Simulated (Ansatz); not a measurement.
# Na2ZnIn, a known structure type with other elements, at an estimated volume

```yaml
crystal:
  lattice:
    - [4.80457, 3.87817, 0.00000]
    - [4.80457, -3.87817, 0.00000]
    - [0.00000, 0.00000, -5.74967]
  atoms:
    - { symbol: In, position: [0.76858, 0.23142, 0.75000] }
    - { symbol: In, position: [0.23142, 0.76858, 0.25000] }
    - { symbol: Zn, position: [0.50000, 0.50000, 0.00000] }
    - { symbol: Zn, position: [0.50000, 0.50000, 0.50000] }
    - { symbol: Na, position: [0.31534, 0.03424, 0.75000] }
    - { symbol: Na, position: [0.68466, 0.96576, 0.25000] }
    - { symbol: Na, position: [0.03424, 0.31534, 0.25000] }
    - { symbol: Na, position: [0.96576, 0.68466, 0.75000] }
```

The numbers come from plane-wave PAW DFT (Ansatz): PBE, no spin polarisation, 420 eV, 6×6×6 Γ-centred k points, fermi-dirac occupations (width 0.1 eV). Nothing was relaxed.

(1) Which element gives electrons and which takes them?

(2) Is there a gap?

(3) Which atom feels the largest force, and which way?

(4) Is the cell too large or too small?

Origin: a known structure type with other elements, at an estimated volume, so it need not be a known compound.

Answers

(1) Bader charges in e: Na +0.73, Zn -0.41, In -1.05. In the mean Na gives up most and In takes most.

(2) It is a metal, with about 4.7 states/eV a cell as the mean within 0.25 eV of the Fermi level, mostly In p (80 %).

(3) The largest is on In1 (and as large on other atoms): 1.37 eV/Å, components (0.00, 1.37, 0.00). It makes 145° with the line to a nearest neighbour, Zn3 at 2.53 Å, pointing away from it.

(4) The pressure is 1.7 GPa (compression positive), so with the atoms held at these fractions the cell would first expand; the forces are large, so a full relaxation may end otherwise. The principal stresses 0.4, 1.4, 3.4 GPa differ, so its shape would change too.
